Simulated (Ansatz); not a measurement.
MgS (rock salt, space group No. 225), plane-wave PAW r²SCAN (Ansatz code). The conduction-band minimum lies at X, with 3 equivalent valleys. Second derivatives d²E/dk² of the lowest band at one valley (eV·Å²), along Cartesian directions:

| direction | d²E/dk² |
|---|---|
| [100] | 14.52 |
| [010] | 25.07 |
| [001] | 25.07 |
| [110] | 19.79 |
| [101] | 19.79 |
| [011] | 25.03 |

**Question.** Find the principal effective masses, the density-of-states mass and the conductivity mass.

**Answer.** Off-diagonal terms follow from H_xy = H[110] − (H_xx + H_yy)/2, and m*/mₑ = 7.620 eV·Å² over each eigenvalue: 0.30, 0.30, 0.52. One valley's DOS mass (m₁m₂m₃)^(1/3) = 0.36, conductivity mass 3/(Σ 1/mᵢ) = 0.35 mₑ.

**Question.** What effective density of states Nc follows at 300 K for parabolic valleys?

**Answer.** Nc = 2.509e19 × 3 × (0.36)^(3/2) ≈ 1.6e19 cm⁻³.

Space group Fm-3m (rock salt). Symmetry was held in the r²SCAN relaxation.

Potentials: the earlier of the program's two PAW sets.

Edges and masses are those of Kohn–Sham bands, whose gap is no quasiparticle gap.
